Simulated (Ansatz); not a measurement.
MgTi3N3O:
```yaml
crystal:
  lattice:
    - [2.97899, 0.00000, 0.00000]
    - [0.00000, 2.97899, 0.00000]
    - [0.00000, 0.00000, 8.58966]
  atoms:
    - { symbol: Ti, position: [0.00000, 0.00000, 0.76345] }
    - { symbol: N, position: [0.50000, 0.50000, 0.74916] }
    - { symbol: Ti, position: [0.50000, 0.50000, 0.00000] }
    - { symbol: N, position: [0.00000, 0.00000, 0.00000] }
    - { symbol: Ti, position: [0.00000, 0.00000, 0.23655] }
    - { symbol: N, position: [0.50000, 0.50000, 0.25084] }
    - { symbol: Mg, position: [0.50000, 0.50000, 0.50000] }
    - { symbol: O, position: [0.00000, 0.00000, 0.50000] }
```

Relaxed with r²SCAN. Special points in fractions of this cell's reciprocal vectors: Γ (0.000, 0.000, 0.000); X (0.000, 0.500, 0.000); M (0.500, 0.500, 0.000); Z (0.000, 0.000, 0.500); R (0.000, 0.500, 0.500); A (0.500, 0.500, 0.500).

Problem. List the band energies nearest the Fermi level at these points for the program Ansatz at the r²SCAN level (PAW).

Solution. In eV from the Fermi level; about four levels below and three above (degenerate sets whole), none deeper than 8.9 eV; points with the same levels are listed once.

```tsv
k	below	above
Γ	-1.95 -0.94 -0.18 -0.18	0.75 0.89 1.19
X	-5.45 -5.39 -4.74 -4.51	0.99 1.48 1.64
M	-3.95 -3.95 -3.66 -2.51 -2.51	0.82 0.82 1.70
Z	-2.64 -2.64 -1.99 -0.92	0.02 0.02 0.75
R	-5.54 -5.39 -4.53 -4.42	1.18 1.24 1.48
A	-4.61 -4.61 -3.95 -1.96 -1.96	0.41 0.41 2.25
```

Space group P4/mmm. The start of the workflow was typed in or built on a structure type; neither database checked (COD, Materials Project) lists it. Its standing as an ambient phase is unchecked. The cell was relaxed with r²SCAN under the symmetry of its start; its stability against distortions is not shown here. The workflow began spin-polarised and lost its moments. The compound may be a true metal, but semilocal functionals without U, or a wrong spin order, can also close a gap.

Potentials: the earlier of the program's two PAW sets.
